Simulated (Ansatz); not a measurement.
A geometry of Li away from equilibrium: step 2 of the relaxation of a generated cell, Li placed in the AFLOW prototype A_oP8_62_2c (A_c). These are r2SCAN (plane waves to 500 eV, PAW, scalar-relativistic; Ansatz, a first-principles code) values and carry that method's errors. Γ-centred k-mesh 5×7×7 on the run's cell (coarser than for final values), Fermi–Dirac smearing 0.05 eV.

```
CELL_PARAMETERS angstrom
      6.77294     0.00000     0.00000
      0.00000     4.92855     0.00000
      0.00000     0.00000     5.03369
ATOMIC_POSITIONS crystal
  Li 0.47964 0.25000 0.28973
  Li 0.97964 0.25000 0.21027
  Li 0.52036 0.75000 0.71027
  Li 0.02036 0.75000 0.78973
  Li 0.19603 0.25000 0.69069
  Li 0.69603 0.25000 0.80931
  Li 0.80397 0.75000 0.30931
  Li 0.30397 0.75000 0.19069
```

**Question.** What forces act on the atoms (eV/Å)?

**Answer.** 
```tsv
atom	Fx	Fy	Fz
Li1	0.18	0.00	-0.14
Li2	0.18	0.00	0.14
Li3	-0.18	0.00	0.14
Li4	-0.18	0.00	-0.14
Li5	0.19	0.00	0.25
Li6	0.19	0.00	-0.25
Li7	-0.19	0.00	-0.25
Li8	-0.19	0.00	0.25
```

**Question.** What is the pressure?

**Answer.** +0.2 GPa, compression positive.

**Question.** How much energy per atom can still be gained by relaxing?

**Answer.** 0.06 eV/atom; the path ends in Im-3m (No. 229) (bcc (W type)).

No spin polarisation in the result.

The run could not lose the symmetry of its start.
